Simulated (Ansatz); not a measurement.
Y₂Ge:
```
CELL_PARAMETERS angstrom
      5.17121     0.00000     0.00000
     -2.58560     4.47840     0.00000
      0.00000     0.00000     6.37673
ATOMIC_POSITIONS crystal
  Ge 0.33333 0.66667 0.25000
  Ge 0.66667 0.33333 0.75000
  Y  0.00000 0.00000 0.00000
  Y  0.00000 0.00000 0.50000
  Y  0.33333 0.66667 0.75000
  Y  0.66667 0.33333 0.25000
```

Relaxed with PBE. Special points in fractions of this cell's reciprocal vectors: Γ (0.000, 0.000, 0.000); M (0.500, 0.000, 0.000); K (0.333, 0.333, 0.000); A (0.000, 0.000, 0.500); L (0.500, 0.000, 0.500); H (0.333, 0.333, 0.500).

Task: List the band energies nearest the Fermi level at these points for PBE (plane waves, PAW; program Ansatz).

Result: In eV from the Fermi level; about four levels below and three above (degenerate sets whole), none deeper than 8.9 eV; points with the same levels are listed once.

```
k                          below                above
-  -----------------------------  -------------------
Γ        -0.68 -0.68 -0.16 -0.16       0.84 1.43 1.84
M        -1.66 -1.60 -1.43 -0.10       0.24 0.56 0.88
K  -1.72 -1.72 -1.10 -0.49 -0.46       0.39 0.39 1.31
A        -2.48 -2.48 -2.48 -2.48  0.01 0.01 0.01 0.01
L        -1.72 -1.72 -0.12 -0.12  0.35 0.35 1.19 1.19
H        -2.55 -2.55 -1.79 -1.79  0.33 0.33 0.57 0.57
```

Space group P6_3/mmc. The cell is a constructed one: a structure type filled with these elements; neither database checked (COD, Materials Project) lists it. Whether it is the stable phase at ambient conditions was not checked. Symmetry was held in the PBE relaxation; its stability against distortions is not shown here. The run is not spin-polarised. Spin–orbit coupling is left out wherever it is not named.

Potentials: the later of the program's two PAW sets.
